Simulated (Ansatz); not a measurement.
Starting cell, TiAl3 (D022 type, space group I4/mmm):

```
CELL_PARAMETERS angstrom
     -1.91209     1.91209     4.28030
      1.91209    -1.91209     4.28030
      1.91209     1.91209    -4.28030
ATOMIC_POSITIONS crystal
  Al 0.50000 0.50000 0.00000
  Al 0.75000 0.25000 0.50000
  Al 0.25000 0.75000 0.50000
  Ti 0.00000 0.00000 0.00000
```

Scan: atom 4 (Ti, nearest neighbour Al at 2.704 Å; its periodic images, 3.8 Å or more away, move with it) is displaced along Cartesian x, direction (1.000, 0.000, 0.000) in Cartesian axes, by s. The other atoms stay.

The numbers are results of r2SCAN (plane waves to 500 eV, PAW, scalar-relativistic; Ansatz, an electronic-structure program), not measurements. k mesh 14×14×14 (Γ-centred), Fermi-Dirac smearing 0.05 eV. Energies are smeared free energies. With partly filled bands, energies and forces of such displacements shift with the k mesh and the smearing. TiAl3 is run without spin polarisation. TiAl3 was relaxed with its symmetry unable to fall. The zero of ΔE is the undisplaced structure. The last digit holds for this mesh only.

```csv
s (Å),ΔE (meV/cell)
-0.270,400.5
-0.216,256.0
-0.162,withheld
-0.108,63.9
-0.054,16.0
0.000,0.0
0.054,16.0
0.108,63.9
0.162,withheld
0.216,256.0
0.270,400.5
```

Problem. Fit an even polynomial form (powers 2, 4) to the given rows and predict ΔE at s = -0.162.

Solution. Least squares on the 9 given rows: ΔE = (5475)·s² + (254.6)·s⁴, in meV/cell with s in Å; root-mean-square residual 0.02 meV/cell. At -0.162 the fit gives 143.9 meV/cell; the calculation gives 143.8 meV/cell, so the interpolation is off by 0.1 (+0.1 %). The quadratic term alone would give 143.7 meV/cell.

(For displaced atoms, the force is minus the slope of the energy, and its curvature is a force constant, which sets phonon frequencies.)
